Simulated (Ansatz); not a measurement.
Given:

TlAgTe₂:
```
CELL_PARAMETERS angstrom
     -1.70062     1.70062     9.35304
      1.70062    -1.70062     9.35304
      1.70062     1.70062    -9.35304
ATOMIC_POSITIONS crystal
  Ag 0.75000 0.25000 0.50000
  Tl 0.00000 0.00000 0.00000
  Te 0.36520 0.36520 0.00000
  Te 0.63480 0.63480 0.00000
```

This is the LDA-relaxed structure.

Q: All from plane-wave PAW LDA (Ansatz code), unless another level is named. Predict the electronic character.

A: metallic (no gap).

Q: And the density of states at the Fermi level?

A: 0.38 states/eV per atom (mean over ±0.08 eV).

Q: Predict the formation energy from the elements (no fitted shifts).

A: 0.016 eV/atom.

Space group I-4m2. The workflow started from an entry of the Crystallography Open Database (COD). Whether it is the stable phase at ambient conditions was not checked. The LDA relaxation kept the symmetry of its start; whether a distortion lowers the energy is not shown. The run is not spin-polarised. The references are the lowest solids computed at this level, not always the standard phases. Scalar-relativistic: spin–orbit coupling is off unless named, which matters more the heavier the elements.

Potentials: the later of the program's two PAW sets.
